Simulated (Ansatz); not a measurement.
GaAs (CsCl type, Pm-3m) at seven volumes, PBEsol (plane waves, PAW; program Ansatz), scaled uniformly. One row is withheld.

```tsv
V (Å³/atom)	P (GPa)
16.532	8.37
17.077	5.21
17.622	?
18.167	0.00
18.712	-2.06
19.257	-3.83
19.802	-5.30
```

Fit the shown pressures and predict the withheld one.

P = (3/2)B₀(x^(7/2) − x^(5/2))[1 + (3/4)(B′ − 4)(x − 1)] with x = (V₀/V)^(2/3). Least squares on the six rows gives V₀ = 18.169 Å³/atom, B₀ = 73.6 GPa, B′ = 4.02. At V = 17.622, x = 1.0206 and P = 2.39 GPa. The run itself gave 2.36 GPa.

The cell is a constructed one: a structure type filled with these elements; neither database checked (COD, Materials Project) lists it. It is not the phase usual at ambient conditions (space group No. 216). The PBEsol relaxation kept the symmetry of its start. At this level the phase is mechanically unstable.

Potentials: the later of the program's two PAW sets.
